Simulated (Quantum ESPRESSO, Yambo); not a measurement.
Levels of theory for the gap of RbLiZnS2

RbLiZnS2 (space group I-4m2, No. 119): one geometry, one set of PBEsol (Quantum ESPRESSO, PseudoDojo norm-conserving, 84 Ry, scalar-relativistic) orbitals, self-energies from Yambo (4×4×4 Γ-centred k mesh, bands 6 to 122 and a 6 Ry block in the screening, 122 bands in G with the Bruneval-Gonze terminator, plasmon pole fitted at 27.2 eV).

The geometry is that of Materials Project entry mp-1219554, symmetrised and not relaxed again.

| level | gap Γ → Γ (eV) | rough Yambo cost |
|---|---|---|
| PBEsol (Quantum ESPRESSO) | 2.31 | – |
| exchange only (Hartree-Fock self-energy on PBEsol orbitals) | 9.60 | about 1/7 (10 states) |
| static COHSEX@PBEsol | 4.58 | within a factor of two (2 states) |
| G0W0@PBEsol, plasmon pole | 3.96 | 1 (10 states) |

Bare exchange has no screening and gives the widest gap; static COHSEX screens it but leaves out the frequency dependence, which G0W0 restores.

Costs are rough ratios of core time on shared machines.

Convergence of the G0W0 settings was not tested.

The structure is a Materials Project entry; no match was found in the copy of COD used, and its stability was not checked.
